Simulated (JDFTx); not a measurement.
```json
{
 "surface": "HfN(100), Hf/N outermost, slab composition Hf4N4",
 "bulk": "HfN, Fm-3m, lattice of mp-2828 (not re-optimised)",
 "slab": "8 atoms in 4 planes, 1x1, 6.9 Å between the outermost planes",
 "in-plane cell": "3.190 × 3.190 Å, 10.18 Å²",
 "cell_height": "22.8 Å",
 "sampling": "6×6×1 k mesh, Fermi smearing 0.01 Ha, no spin polarisation"
}
```

Whether this polymorph is the ambient one wasn't checked. Neither spin polarisation nor a larger cell was tried.

Level of theory: PBE, GBRV ultrasoft potentials, plane waves to 20/100 Ha; code: JDFTx (a modified build). Liquid: CANDLE, water, 1 M NaCl. The neutral cell holds 68 valence electrons and has two faces of 10.178 Å² each. Last filling lines of the neutral and of a charged run (μ in hartree, zero in the bulk liquid):

```
FillingsUpdate:  mu: -0.069584447  nElectrons: 68.000000
FillingsUpdate:  mu: -0.102531000  nElectrons: 67.784390
```

A calculation by hand: both potentials, by the convention U = −μ/e − 4.44 V vs SHE, the surface charge density and the mean capacitance.

U_pzc = 0.06958 × 27.2114 − 4.44 = -2.55 V; U = 0.10253 × 27.2114 − 4.44 = -1.65 V. The cell has -0.2156 excess electrons, a net charge of 0.2156 e, shared by two faces: σ = 0.2156 e / (2 × 10.178 Å²) = 0.01059 e/Å² = 17.0 μC/cm² (1 e/Å² = 1602.18 μC/cm²). C = σ/(U − U_pzc) = 17.0/0.90 ≈ 19 μF/cm².
